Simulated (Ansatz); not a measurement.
Consider a crystal of Mg2B6Pt in space group R-3m (No. 166), with Mg on 6c; B on 18g; Pt on 3b.

Theory: DFT PBE, scalar-relativistic, plane waves, PAW in Ansatz 0.2.0. Cutoff 420 eV, Γ-centred mesh, Gaussian smearing, no spin polarisation.

Energies over the elements count from the elements' standard structures at the same level, with no fitted energy shifts.

Problem. Predict the relaxed structure.

Solution.

Space group R-3m:H (No. 166). a = 5.756 Å, b = 5.756 Å, c = 12.873 Å, α = 90.00°, β = 90.00°, γ = 120.00°
| atom | site | symmetry | x | y | z |
| --- | --- | --- | --- | --- | --- |
| Mg | 6c | 3m | 0.3333 | 0.6667 | 0.9566 |
| B | 18g | .2 | 0.9703 | 0.6667 | 0.1667 |
| Pt | 3b | -3m | 0.3333 | 0.6667 | 0.1667 |

Mg is surrounded by 6 B at 2.43 Å and 1 Pt at 2.70 Å; around B lie 1 B at 1.58 Å, 1 Pt at 2.09 Å, 2 B at 2.09 Å and 2 Mg at 2.43 Å; Pt is surrounded by 6 B at 2.09 Å and 2 Mg at 2.70 Å. Another local minimum with the same sites may exist.

Problem. And its energy and gap?

Solution. The energy over the elements is +0.36 eV/atom and the gap on the 12×12×12 mesh of the 9-atom cell is 0 eV (a metal). It can't be a ground state, since the elements alone are lower.

The last run used Gaussian smearing of 0.10 eV. These runs have no spin–orbit coupling, which can matter for Pt. A structure relaxed within its symmetry needn't be a true minimum.
